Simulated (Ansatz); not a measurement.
**How much do the gradients of SiO2 with Nb replacing Si depend on the method?**

Cell: a supercell of SiO2 (quartz type, P3_121) built from a COD entry, with the ions relaxed around the defect (PBE).

```
Nb Si O
1.0
    -7.37370    4.25721    5.40910
     7.37370   -4.25721    5.40910
     2.45790    4.25721   -5.40910
Nb Si O
1 11 24
Direct
  0.16701 0.44803 0.27906
  0.67396 0.94252 0.27841
  0.66069 0.43068 0.75819
  0.15862 0.92209 0.75955
  0.57757 0.32069 0.25069
  0.09959 0.81849 0.26116
  0.11077 0.33187 0.75967
  0.63145 0.86998 0.79867
  0.22680 0.21257 0.44526
  0.72476 0.72679 0.45869
  0.73088 0.24845 0.98249
  0.23727 0.72830 0.96797
  0.63059 0.50097 0.25986
  0.16520 0.00167 0.27347
  0.16512 0.51305 0.76672
  0.71559 0.06503 0.83323
  0.46621 0.40119 0.64512
  0.96244 0.88755 0.63864
  0.96697 0.45088 0.23125
  0.47821 0.91070 0.17244
  0.69900 0.40601 0.55586
  0.20319 0.90078 0.56319
  0.23692 0.42110 0.06737
  0.71921 0.92556 0.08381
  0.10203 0.22296 0.23673
  0.62652 0.76602 0.27601
  0.61703 0.25845 0.76538
  0.12581 0.75917 0.78268
  0.68715 0.75882 0.66351
  0.17370 0.22893 0.63124
  0.17485 0.72518 0.14332
  0.63807 0.21790 0.11514
  0.39120 0.72477 0.59570
  0.87085 0.16535 0.58042
  0.85714 0.65161 0.05945
  0.33872 0.14698 0.05966
```

Atom numbers follow the list; atoms alike are taken as one site, whose name carries the number of the first.

First run. The numbers come from a DFT calculation in Ansatz (PBE, plane waves and PAW, scalar-relativistic, collinear spin, 420 eV cutoff, Γ-centred 3×3×4 k-points, Fermi–Dirac smearing 0.01 eV). Start moments as typed (μB): 1 on each Nb, none on the rest.

| site | atom | V_zz (10²¹ V/m²) | η | m (μB) |
| --- | --- | --- | --- | --- |
| Nb | 1 | -5.37 | 0.86 | 0.37 |
| Si2 | 2 | -0.89 | 0.95 | 0.00 |
| Si4 | 4 | -0.53 | 0.22 | 0.00 |
| Si8 | 8 | -0.47 | 0.62 | 0.00 |
| Si9 | 9 | -0.94 | 0.05 | 0.00 |
| O13 | 13 | 9.37 | 0.27 | 0.00 |
| O18 | 18 | 9.22 | 0.25 | 0.00 |
| O21 | 21 | 8.99 | 0.31 | 0.00 |
| O22 | 22 | 9.85 | 0.21 | 0.00 |
| O23 | 23 | 4.98 | 0.33 | 0.01 |
| O25 | 25 | 5.00 | 0.20 | 0.01 |
| O26 | 26 | 9.44 | 0.25 | 0.00 |
| O30 | 30 | 8.92 | 0.34 | 0.00 |
| O36 | 36 | 8.85 | 0.31 | 0.00 |

Second run. The same atoms and settings, except that the functional is r2SCAN and the cutoff is 500 eV.

Q: Given the first result, estimate the second.

A: 

| site | atom | V_zz | η | change of V_zz | m (μB) |
| --- | --- | --- | --- | --- | --- |
| Nb | 1 | -5.76 | 0.91 | -0.39 | 0.38 |
| Si2 | 2 | -0.89 | 0.88 | 0.00 | 0.00 |
| Si4 | 4 | -0.51 | 0.26 | +0.02 | 0.00 |
| Si8 | 8 | -0.45 | 0.71 | +0.02 | 0.00 |
| Si9 | 9 | -0.94 | 0.05 | 0.00 | 0.00 |
| O13 | 13 | 9.23 | 0.27 | -0.14 | 0.00 |
| O18 | 18 | 9.08 | 0.25 | -0.14 | 0.00 |
| O21 | 21 | 8.86 | 0.31 | -0.13 | 0.00 |
| O22 | 22 | 9.76 | 0.21 | -0.09 | 0.00 |
| O23 | 23 | 4.92 | 0.34 | -0.06 | 0.01 |
| O25 | 25 | 4.93 | 0.20 | -0.07 | 0.01 |
| O26 | 26 | 9.31 | 0.25 | -0.13 | 0.00 |
| O30 | 30 | 8.80 | 0.34 | -0.12 | 0.00 |
| O36 | 36 | 8.74 | 0.31 | -0.11 | 0.00 |

The largest change of V_zz is on Nb, from -5.37 to -5.76. In per cent, |V_zz| changes by +7 on Nb, -5 to 0 on Si, -2 to -1 on O (all sites that start above 0.5). The table leaves out 22 of the 36 sites, with |V_zz| up to 9.66; their tensors move by 0.14 at most along any direction. The statements above cover all sites.

The defect repeats with the cell of 36 atoms, so it feels its images: sites between two images don't show the values beside a lone defect, and zeros or small values of η there can come from the images' arrangement. O and Si carry a gradient in the pure host already, so the values there aren't the defect's effect alone. The run lost most of its start moments on Nb; a state with other moments may lie lower.
For the first run: The centre was started off its lattice site, so that it could distort. Without spin–orbit coupling (the program notes it for Nb) the gradients can shift somewhat, as the gap is small. With a gap of 1.0 eV on this mesh, small gradients can still move by 0.1 × 10²¹ V/m² or more as the k-mesh gets denser.
For the second run: The program didn't check the stability of this electronic state in full, so a lower one may lie near. Without spin–orbit coupling (the program notes it for Nb) the gradients are little affected as a rule: paired runs on crystals with a gap mostly move them by under 2 % at such atoms.
